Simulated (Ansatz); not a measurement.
SnSe2 — field gradients at the nuclei

The cell is a structure deposited in the COD, its atoms then relaxed with PBE in this cell.

```yaml
crystal:
  lattice:
    - [3.81100, 0.00000, 0.00000]
    - [-1.90550, 3.30042, 0.00000]
    - [0.00000, 0.00000, 6.13600]
  atoms:
    - { symbol: Sn, position: [0.00000, 0.00000, 0.00000] }
    - { symbol: Se, position: [0.33333, 0.66667, 0.26170] }
    - { symbol: Se, position: [0.66667, 0.33333, 0.73830] }
```

Atoms are numbered from 1 in the order listed; like atoms form one site, named after its first atom.

Method: Kohn–Sham DFT in Ansatz, r2SCAN, plane waves and PAW, scalar-relativistic, 500 eV cutoff, Γ-centred 13×13×7 k-points, Fermi–Dirac smearing 0.02 eV.

C_Q = eQV_zz/h, which is 24.18 MHz for Q = 1 b and V_zz = 10²¹ V/m²; η = (V_xx − V_yy)/V_zz.

```
site  atoms (order as listed)     first shell  V_zz (10²¹ V/m²)     η  C_Q (MHz)
  Sn                        1  6 Se at 2.72 Å            -0.097  0.00          –
  Se                     2, 3  3 Sn at 2.72 Å             -5.09  0.00          –
```

An axis of threefold or higher order runs through Sn and Se, so V_zz lies along it and η is zero.

Sn, Se have no stable isotope with a ground-state quadrupole moment in the table, so no C_Q is given.

The largest force is 0.3 eV/Å, so the atoms aren't at the calculated equilibrium and relaxing them would move these values. Without spin–orbit coupling (the program notes it for Sn) the gradients can shift somewhat, as the gap is small. With these PAW files V_zz is typically within 2 to 3 % of all-electron values, but misses above 10 % occur on Sn.
